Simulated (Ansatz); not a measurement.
Li₂ZnCl₄ (spinel, Fd-3m), the program Ansatz at the r²SCAN level (PAW), all energies at zero smearing, with the estimated change up to a 700 eV cutoff added, with one set of potentials and settings (totals compare only within such a set). Cell of 14 atoms (4 Li, 2 Zn, 8 Cl): -16164.936 eV.

| element | reference phase | E (eV/atom) |
|---|---|---|
| Li | Fm-3m, 1 atoms in the cell | -205.1371 |
| Zn | P6_3/mmc, 2 atoms in the cell | -3325.6729 |
| Cl | Cmce, 4 atoms in the cell | -1083.6259 |

Formation energy per atom, worked out: (-16164.936 − 4×(-205.1371) − 2×(-3325.6729) − 8×(-1083.6259))/14 = -1.717 eV/atom (-166 kJ per mol of atoms), at 0 K, without zero-point energy or fitted corrections.

The first step of the workflow began from a Materials Project structure, measured or hypothetical; the Crystallography Open Database files this formula in space group No. 227, but the cells were not matched. Its standing as an ambient phase is unchecked. Symmetry was held in the r²SCAN relaxation; whether a distortion lowers the energy is not shown. The references are the lowest solids computed at this level, not always the standard phases (solids in place of the gases).

Potentials: the later of the program's two PAW sets.
